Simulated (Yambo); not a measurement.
Yambo run on Cs$_{2}$LiYCl$_{6}$ (space group Fm-3m, No. 225). The wavefunctions are PBEsol (pw.x of Quantum ESPRESSO, ONCV potentials, no spin-orbit coupling) ones on a 2×2×2 mesh (37 occupied bands); a = b = c = 7.515 Å, α = β = γ = 60.00°.

Yambo input:

```
rim_cut
gw0
dyson
el_el_corr
HF_and_locXC
cohsex
em1s
RandQpts= 1000000
RandGvec= 1 Ry
EXXRLvcs= 74 Ry
VXCRLvcs= 296 Ry
Chimod= "HARTREE"
% BndsRnXs
 3 | 418 |
%
NGsBlkXs= 7 Ry
% LongDrXs
 1.0 | 1.0 | 1.0 |
%
ExtendOut
% QPkrange
 1 | 1 | 37 | 38 |
%
```

k points by index: 1 = Γ.

Resulting energies as the program prints them:

```
#    K-point    Band    Eo [eV]    E [eV]    E-Eo [eV]    Vxc [eV]    Vnlxc [eV]    Sc|Eo [eV]    Re(Z)    Im(Z)
#
    1    37    0.000000    -3.835551    -3.835551    -14.27393    -18.72425    0.614765    1.000000    0.000000
    1    38    4.828439    5.282209    0.453770    -11.67260    -6.249162    -4.969664    1.000000    0.000000
```
(The two width columns are left out.) Convergence of these settings isn't established.

Geometry of the Materials Project entry, not relaxed at this level.
